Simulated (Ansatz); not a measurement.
The calculation used DFT PBE, scalar-relativistic, plane waves, PAW (Ansatz 0.2.0). All cells share a 420 eV cutoff and Γ-centred k meshes spaced about 0.3 Å⁻¹ or finer (0.25 for metals, 2π included). No spin polarisation in the final relaxations.

These are static total energies at zero pressure. All come from trial cells, and lower structures may exist.

Problem. Which of these relaxed structures of Zn5BiO is the lowest in energy?
A.

```
Zn Bi O
1.0
     3.19673    0.00000    0.00000
    -1.59837    2.76845    0.00000
     0.00000    0.00000   13.69607
Zn Bi O
5 1 1
Direct
  0.33333 0.66667 0.47448
  0.66667 0.33333 0.65830
  0.00000 0.00000 0.33023
  0.66667 0.33333 0.18617
  0.00000 0.00000 0.79995
  0.33333 0.66667 0.99265
  0.00000 0.00000 0.56823
```

B.

```
Zn Bi O
1.0
     3.28517    0.00000    0.00000
    -1.64259    2.84504    0.00000
     0.00000    0.00000   13.54492
Zn Bi O
5 1 1
Direct
  0.33333 0.66667 0.95032
  0.00000 0.00000 0.15237
  0.66667 0.33333 0.79766
  0.00000 0.00000 0.65645
  0.33333 0.66667 0.28100
  0.66667 0.33333 0.46420
  0.00000 0.00000 0.00999
```

C.

```
Zn Bi O
1.0
     0.00000    4.06863    4.51342
     3.54889    0.00000    4.51342
     3.54889    4.06863    0.00000
Zn Bi O
5 1 1
Direct
  0.64569 0.15848 0.56315
  0.56315 0.63268 0.64569
  0.15848 0.64569 0.63268
  0.63268 0.56315 0.15848
  0.00000 0.00000 0.00000
  0.25000 0.25000 0.25000
  0.75000 0.75000 0.75000
```

D.

```
Zn Bi O
1.0
     0.00000    4.06205    4.06205
     4.06205    0.00000    4.06205
     4.06205    4.06205    0.00000
Zn Bi O
5 1 1
Direct
  0.08236 0.63921 0.63921
  0.63921 0.63921 0.63921
  0.63921 0.63921 0.08236
  0.63921 0.08236 0.63921
  0.25000 0.25000 0.25000
  0.00000 0.00000 0.00000
  0.50000 0.50000 0.50000
```

Solution. B. It has space group P3m1 (No. 156); the next, A, with space group P3m1 (No. 156), lies 57 meV/atom higher. Counting Bi or Zn atoms around O (for each partner element, those within 1.25 times its shortest distance or 1.15 times the sum of covalent radii, where it is the nearest in units of that sum or under 1.3; the shortest distance is added where it is long for a bond), the lowest has O 4 and the next has O 6 from 2.2 Å.

The k mesh leaves some 4 meV/atom of noise in the energy of each metallic cell. These runs have no spin–orbit coupling, which can matter for Bi. Cells relaxed within their symmetry can be saddle points; a later kick test found a lower structure for Zn5BiO P3m1.

Some structure types and database cells were kept out of the candidates from the start, so a known form may be missing.
